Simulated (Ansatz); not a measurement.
The following input was run with Ansatz 0.2.0.

```yaml
crystal:
  lattice:
    - [0.0, 3.736802455, 3.736802455]
    - [3.736802455, 0.0, 3.736802455]
    - [3.736802455, 3.736802455, 0.0]
  atoms:
    - { symbol: K, position: [0.75, 0.75, 0.75] }
    - { symbol: K, position: [0.25, 0.25, 0.25] }
    - { symbol: Li, position: [0.5, 0.5, 0.5] }
    - { symbol: Al, position: [0.0, 0.0, 0.0] }
    - { symbol: H, position: [0.7659425017, 0.2340574983, 0.2340574983] }
    - { symbol: H, position: [0.7659425017, 0.2340574983, 0.7659425017] }
    - { symbol: H, position: [0.2340574983, 0.7659425017, 0.7659425017] }
    - { symbol: H, position: [0.2340574983, 0.7659425017, 0.2340574983] }
    - { symbol: H, position: [0.2340574983, 0.2340574983, 0.7659425017] }
    - { symbol: H, position: [0.7659425017, 0.7659425017, 0.2340574983] }
basis:
  ecutwfc: 420
kpoints:
  mp_grid: { grid: [6, 6, 6] }
hamiltonian:
  xc: pbesol
scf:
  occupations: { method: gaussian, width: 0.02 }
output:
  forces: true
  stress: true
  eigenvalues: true
relax:
  adjacent_minimum: "off"
  f_tol: 0.01
  max_steps: 30
```

Command:
```bash
ansatz run input.yaml --threads 2 --pin off --max-ram 5120MiB --backend cpu --events-out ev --progress --plain --runs-dir out
```

Theory: DFT PBEsol, scalar-relativistic, plane waves, PAW in Ansatz 0.2.0.

Abridged output:

```
Warning: output.stress: scf.convergence.dr2_threshold = 1e-7 eV (the SCF's general default) is looser than the 1e-9 eV advised for a printed stress (1e-10 eV for each atom of the cell: 10). ...
Pseudopotentials: kind: paw
Pseudopotential: K, paw, valence charge 9, recommended cutoff 420 eV (normal)
Pseudopotential: Li, paw, valence charge 3, recommended cutoff 420 eV (normal)
Pseudopotential: Al, paw, valence charge 3, recommended cutoff 420 eV (normal)
Pseudopotential: H, paw, valence charge 1, recommended cutoff 420 eV (normal)
Functional definition: PBEsol
Crystal: 10 atoms, lattice volume = 104.359 Å³
Basis set: ecut = 420 eV, 2085 PW (Γ), exchange–correlation on 72×72×72 points (8 copies of the dense FFT grid, shifted against one another)
Bands: 25, of which v1, the nominal top of the filled ones, is band 15 counted from 1 (14 counted from 0)
Symmetry: 48 space group operations
Space group: Fm-3m (ITA 225), of the structure as read, at distance tolerance 4.7e-5 Å
k-points: 16 of 216
Initial density: superposition of atomic densities (neutral atoms: chi_scale 0, normalization atom), corrected by the library's trained network
Initial wavefunctions: pseudopotential atomic-orbital guess
Functional: x = pbesol(κ = 0.804, μ = 0.12345679), c = pbesol(β = 0.046)
SCF iter   1: F=—  HF=-3856.275863 eV  |F-HF|=—  |Δ(HF+E_count)|=         —  Δρ=6.74e-3  dr2=3.41e-2  ethr=1.77e-3  ⟨swp⟩=6.6  Hψ=2122  notcnv=0  defer=9
SCF iter   2: F=—  HF=-3856.263229 eV  |F-HF|=—  |Δ(HF+E_count)|=   1.26e-2  Δρ=2.29e-3  dr2=3.67e-3  ethr=1.14e-4  ⟨swp⟩=2.0  Hψ=607  notcnv=0  defer=44
SCF iter   3: F=—  HF=-3856.261931 eV  |F-HF|=—  |Δ(HF+E_count)|=   1.30e-3  Δρ=2.02e-4  dr2=4.69e-5  ethr=1.22e-5  ⟨swp⟩=2.0  Hψ=513  notcnv=0  defer=46
SCF iter   4: F=—  HF=-3856.261920 eV  |F-HF|=—  |Δ(HF+E_count)|=   1.11e-5  Δρ=7.95e-5  dr2=2.83e-6  ethr=1.56e-7  ⟨swp⟩=2.0  Hψ=443  notcnv=0  defer=46
SCF iter   5: F=-3856.261921 eV  HF=-3856.261921 eV  |F-HF|=3.93e-8  |Δ(HF+E_count)|=   8.24e-7  Δρ=1.13e-5  dr2=6.50e-8  ethr=9.43e-9  ⟨swp⟩=2.6  Hψ=560  notcnv=0  defer=46
SCF iter   6: F=-3856.261921 eV  HF=-3856.261921 eV  |F-HF|=1.69e-9  |Δ(HF+E_count)|=   4.81e-8  Δρ=1.81e-6  dr2=1.34e-9  ethr=2.17e-10  ⟨swp⟩=7.2  Hψ=1814  notcnv=0
SCF 1 converged in 6 iterations: F = -3856.261921 eV  dr2 = 1.34e-9
relax step   1: F+E_penalty+E_count = -3856.26192075 eV  Δ(F+E_penalty+E_count) = +0.000e0 eV  max|allowed force component| = 8.547e-2 eV/Å  Δτ_max = 0.0000 Å  (6 SCF iters, dr2 threshold 2.50e-6 eV, accepted)
Initial density: handed on by an earlier stage of this run
Initial wavefunctions: those handed on with the density
SCF iter   1: F=—  HF=-3856.265244 eV  |F-HF|=—  |Δ(HF+E_count)|=         —  Δρ=1.25e-3  dr2=2.87e-3  ethr=9.44e-6  ⟨swp⟩=1.2  Hψ=1259  notcnv=0  defer=44
SCF iter   2: F=—  HF=-3856.264309 eV  |F-HF|=—  |Δ(HF+E_count)|=   9.35e-4  Δρ=3.05e-4  dr2=7.98e-5  ethr=9.44e-6  ⟨swp⟩=2.0  Hψ=551  notcnv=0  defer=44
SCF iter   3: F=—  HF=-3856.264291 eV  |F-HF|=—  |Δ(HF+E_count)|=   1.75e-5  Δρ=1.79e-4  dr2=1.16e-5  ethr=2.66e-7  ⟨swp⟩=2.0  Hψ=436  notcnv=0  defer=44
SCF iter   4: F=-3856.264292 eV  HF=-3856.264292 eV  |F-HF|=1.90e-9  |Δ(HF+E_count)|=   3.50e-7  Δρ=1.62e-5  dr2=9.69e-8  ethr=1.52e-9  ⟨swp⟩=7.6  Hψ=1539  notcnv=0
SCF 2 converged in 4 iterations: F = -3856.264292 eV  dr2 = 9.69e-8
relax step   2: F+E_penalty+E_count = -3856.26429160 eV  Δ(F+E_penalty+E_count) = -2.371e-3 eV  max|allowed force component| = 7.180e-3 eV/Å  Δτ_max = 0.0102 Å  (4 SCF iters, dr2 threshold 4.57e-7 eV, accepted)
SCF iter   1: F=—  HF=-3856.264294 eV  |F-HF|=—  |Δ(HF+E_count)|=         —  Δρ=1.61e-5  dr2=9.50e-8  ethr=3.17e-10  ⟨swp⟩=1.0  Hψ=1184  notcnv=0
SCF iter   2: F=-3856.264292 eV  HF=-3856.264292 eV  |F-HF|=3.36e-9  |Δ(HF+E_count)|=   2.07e-6  Δρ=7.96e-6  dr2=2.22e-8  ethr=3.17e-10  ⟨swp⟩=3.6  Hψ=1137  notcnv=0
SCF 3 converged in 2 iterations: F = -3856.264292 eV  dr2 = 2.22e-8
relax step   3: F+E_penalty+E_count = -3856.26429160 eV  Δ(F+E_penalty+E_count) = -4.969e-9 eV  max|allowed force component| = 7.191e-3 eV/Å  Δτ_max = 0.0000 Å  (2 SCF iters, accepted)
SCF converged after 2 iterations
Free energy (F): -3856.264292 eV
Harris-Foulkes:  -3856.264292 eV  (|F-HF|=3.36e-9)
Internal energy: -3856.264292 eV  (E = F + TS)
E sigma→0 (E₀):  -3856.264292 eV
Fermi energy:    5.130386 eV
--- Per-component energies (eV) ---
  E_band       = -273.414076
  E_kinetic    = 641.360520
  E_local      = -1218.615635  (includes V_loc(G=0)·N_el)
  E_nonlocal   = 12.477836
  E_hartree    = 406.920219
  E_xc         = -373.745201
  E_vxc        = -444.486832  (∫ρ·V_xc dr)
  E_paw        = -2000.984741  (= ΣΔE_a)
  E_vpaw       = -77.983891  (= ΣTr[D̂ρ^β])
  E_aug_tail   = -0.007087  (compensation charges beyond the density's cutoff)
  E_ewald      = -1323.905111
  E_core_change = 0.234909  (= ΣΔE_core)
  E_smearing   =  0.000000  (= −TS)
--- Forces (eV/Å), atoms counted from 1 ---
  atom   1  K      0.00000000     0.00000000     0.00000000
  atom   2  K      0.00000000     0.00000000     0.00000000
  atom   3  Li     0.00000000     0.00000000     0.00000000
  atom   4  Al     0.00000000     0.00000000     0.00000000
  atom   5  H     -0.00719148     0.00000000     0.00000000
  atom   6  H      0.00000000     0.00719148     0.00000000
  atom   7  H      0.00719148     0.00000000     0.00000000
  atom   8  H      0.00000000    -0.00719148     0.00000000
  atom   9  H      0.00000000     0.00000000    -0.00719148
  atom  10  H      0.00000000     0.00000000     0.00719148
--- Stress (GPa, compression-positive) ---
        3.633109       0.000000       0.000000
        0.000000       3.633109       0.000000
        0.000000       0.000000       3.633109
  P = ⅓ Tr σ = 3.6331 GPa (36.331 kbar)
--- Band table (eV; the first three rows and the last of 16) ---
  k-point 0: bands = ["-40.4700", "-24.9466", "-24.8568", "-8.7042", "-8.7042", "-8.7042", "-8.4401", "-8.4401", "-8.4401", "-3.2732", "0.7236", "0.7236", "0.7236", "3.1713", "3.1713", "6.4245", "9.3954", "9.3954", "9.3954", "10.0930", "10.0930", "10.0930", "12.2690", "12.2690", "13.3391"]
  k-point 1: bands = ["-40.4700", "-24.9402", "-24.8624", "-8.7102", "-8.6921", "-8.6921", "-8.4934", "-8.4633", "-8.4633", "-3.0682", "0.5312", "0.8573", "0.8573", "3.0299", "3.0299", "6.8139", "8.9438", "9.7117", "9.7913", "9.7913", "10.0368", "10.0368", "11.9880", "11.9880", "13.2207"]
  k-point 2: bands = ["-40.4699", "-24.9229", "-24.8780", "-8.7177", "-8.6550", "-8.6550", "-8.5989", "-8.5225", "-8.5225", "-2.6033", "0.1234", "1.1894", "1.1894", "2.6935", "2.6935", "7.2036", "8.3151", "9.9189", "9.9638", "9.9638", "10.6186", "10.6186", "11.5167", "11.5167", "13.4736"]
  k-point 15: bands = ["-40.4699", "-24.9068", "-24.8919", "-8.9541", "-8.8607", "-8.7238", "-8.5079", "-8.3845", "-8.3643", "-1.9927", "0.3214", "0.8620", "0.8915", "2.0030", "3.2329", "8.0079", "9.0916", "9.1485", "9.4650", "9.7898", "10.5892", "10.9689", "11.8631", "12.5071", "12.5810"]
--- Relaxed structure (3 steps of the walk, 3 accepted, 0 SCFs on fresh bases) ---
  F+E_penalty+E_count = -3856.26429160 eV   max|allowed force component| = 7.191e-3 eV/Å
  atoms:
    - { symbol: K, position: [0.75, 0.75, 0.75] }
    - { symbol: K, position: [0.25, 0.25, 0.25] }
    - { symbol: Li, position: [0.5, 0.5, 0.5] }
    - { symbol: Al, position: [0.0, 0.0, 0.0] }
    - { symbol: H, position: [0.76458436, 0.23541563, 0.23541563] }
    - { symbol: H, position: [0.76458436, 0.23541563, 0.76458436] }
    - { symbol: H, position: [0.23541563, 0.76458436, 0.76458436] }
    - { symbol: H, position: [0.23541563, 0.76458436, 0.23541563] }
    - { symbol: H, position: [0.23541563, 0.23541563, 0.76458436] }
    - { symbol: H, position: [0.76458436, 0.76458436, 0.23541563] }
```

The relaxation met its thresholds.

Time: 4.8 s on 2 threads of Intel(R) Xeon(R) Platinum 8259CL CPU @ 2.50GHz (Skylake/Cascade Lake) (shared host), peak memory 0.45 GiB.